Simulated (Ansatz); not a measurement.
Be (hcp, Mg type)

```
Be
1.0
    2.26371     0.00000     0.00000
   -1.13186     1.96043     0.00000
    0.00000     0.00000     3.56389
Be
2
Direct
  0.33333   0.66667   0.75000
  0.66667   0.33333   0.25000
```

The atoms are displaced by Q × the pattern below (from a DFPT mode at Γ, largest move 1; Q in Å), at fixed cell.

```
atom      x      y       z
----  -----  -----  ------
Be1   0.000  0.000  -1.000
Be2   0.000  0.000   1.000
```

Method: r2SCAN (plane waves to 500 eV, PAW, scalar-relativistic; Ansatz, a program for electronic structure). k mesh 23×23×13 (Γ-centred), Fermi-Dirac smearing 0.05 eV. With partly filled bands, energies and forces of such displacements shift with the k mesh and the smearing. Be was relaxed with its symmetry unable to fall.

At one point of the scan the forces (eV/Å) are:

| atom | Fx | Fy | Fz |
|---|---|---|---|
| Be1 | 0.000 | 0.000 | 0.564 |
| Be2 | 0.000 | 0.000 | -0.564 |

Problem. Which point is it?
A. Q = 0.100 Å
B. Q = 0.033 Å
C. Q = 0.067 Å
D. Q = 0.050 Å

Solution. B, Q = 0.033 Å

(A displaced cell: forces are minus the slopes of the energy, force constants its curvatures, and phonons follow from these.)
